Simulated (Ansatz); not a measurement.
PtAs2 (space group Pa-3)

```
PtAs2
1.0
    5.94345     0.00000     0.00000
    0.00000     5.94345     0.00000
    0.00000     0.00000     5.94345
As Pt
8 4
Cartesian
  2.27667   2.27667   2.27667
  3.66679   3.66679   3.66679
  0.69506   3.66679   5.24839
  5.24839   2.27667   0.69506
  5.24839   0.69506   3.66679
  0.69506   5.24839   2.27667
  3.66679   5.24839   0.69506
  2.27667   0.69506   5.24839
  0.00000   0.00000   0.00000
  2.97173   0.00000   2.97173
  2.97173   2.97173   0.00000
  0.00000   2.97173   2.97173
```

The slice is a {100} plane (indices of the conventional cell) through the point (0.383, 0.117, 0.883) (fractional), spanned by u = [100] and v = [010] in vectors of this cell: u (5.94 Å) and v (5.94 Å, at 90° to u). It covers one period; positions are fractions (u, v).

Computed with LDA (plane waves to 420 eV, PAW, scalar-relativistic; Ansatz, a quantum-chemistry and plane-wave program). k mesh 5×5×5. Inside the PAW spheres the values are not all-electron values, and peaks at nuclei hang on which shells count as valence. PtAs2 is run without spin polarisation. PtAs2 was relaxed with its symmetry unable to fall. Spin-orbit coupling is left out, though Pt is heavy.

Question: Predict the map of the valence electron density on the slice.

Answer: 
```
|99864321100011223445544333334689|
|88754321100011233455555433334578|
|66543221100111234456665433333456|
|44433221110111234556665433223334|
|33322211111111234456655432222223|
|22222111111111223455554332221222|
|11111111111111123344444322211111|
|01111111110001122333333322111000|
|00001111100000111223333322211000|
|00000111100000011122333332211000|
|00001111100000001122333333221100|
|00111111110000001122334444332111|
|11111211110000000123346665433211|
|22222222111000001123467887643222|
|22333332211000001123578998753322|
|33344433221100001223579999754332|
|34455443321100001223578998754333|
|34555544322110001223467887643333|
|45566554322110011223345665433333|
|45566654322111011122334444333233|
|44566554322111111122233333222223|
|34555544321111111112222222211222|
|33444443221111111111111111111122|
|23333332211100011111111000011122|
|23333222110000011111000000001122|
|33332221100000011111000000011222|
|33332211000000011111100000112233|
|44433211000000011111111001122344|
|66543221000000111122111111223456|
|88754221000000112222222222234578|
|99864321000001122233332222234689|
|99864321000001223334443322334689|
```
Scale: ten equal steps from -1.19 (start of '0') to 1.53 (end of '9'), in the order '0123456789'. Values: log₁₀ of the valence density in e/Å³. The map has 32 points along u (one character each, u = 0 at the left) and 32 along v (v = 0 in the bottom row). The scale is logarithmic, as a density can span decades between atoms and voids.
